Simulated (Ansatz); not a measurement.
ZrGeO3 in space group P4mm (No. 99; Zr on 1b, Ge on 1a, O on 2c, O on 1b), plane-wave PAW r²SCAN (Ansatz code), all energies at zero smearing, with the estimated change up to a 700 eV cutoff added, with one set of potentials and settings (totals compare only within such a set). Cell of 5 atoms (1 Zr, 1 Ge, 3 O): -10207.786 eV.

| element | reference phase | E (eV/atom) |
|---|---|---|
| Zr | P6_3/mmc, 2 atoms in the cell | -4195.0260 |
| Ge | Fd-3m, 2 atoms in the cell | -4302.9041 |
| O | C2/m, 4 atoms in the cell, spin-polarised | -566.0281 |

Formation energy per atom, worked out: (-10207.786 − 1×(-4195.0260) − 1×(-4302.9041) − 3×(-566.0281))/5 = -2.354 eV/atom (-227 kJ per mol of atoms), at 0 K, without zero-point energy or fitted corrections.

The start of the workflow was typed in or built on a structure type; neither database checked (COD, Materials Project) lists it. Whether it is the stable phase at ambient conditions was not checked. Symmetry was held in the r²SCAN relaxation; its stability against distortions is not shown here. No spin polarisation was allowed. The references are the lowest solids computed at this level, not always the standard phases (solids in place of the gases).

Potentials: the later of the program's two PAW sets.
